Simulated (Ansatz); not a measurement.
LiInP$_{2}$Se$_{6}$ in space group P-31c (No. 163; Li on 2a, In on 2d, P on 4f, Se on 12i) under volume change, the program Ansatz at the PBE+D3(BJ) level (PAW), shape and atoms relaxed at each volume.

| V (Å³/atom) | E − E(relaxed) (meV/atom) | P (GPa) |
|---|---|---|
| 21.185 | 17.8 | 3.14 |
| 21.883 | 7.1 | 1.80 |
| 22.582 | 1.6 | 0.79 |
| 23.280 | 0.0 | 0.00 |
| 23.979 | 1.3 | -0.57 |
| 24.677 | 4.7 | -0.96 |
| 25.375 | 9.5 | -1.22 |

Task: What does a third-order Birch–Murnaghan fit give for V₀, B₀ and B′?

Result: V₀ = 23.29 Å³/atom, B₀ = 21.8 GPa, B′ = 9.3.

The start of the workflow was typed in or built on a structure type; neither database checked (COD, Materials Project) lists it. Whether it is the stable phase at ambient conditions was not checked. The PBE+D3(BJ) relaxation kept the symmetry of its start; whether a distortion lowers the energy is not shown. The volume moved by -20 % from the start of the relaxation.

Potentials: the later of the program's two PAW sets.
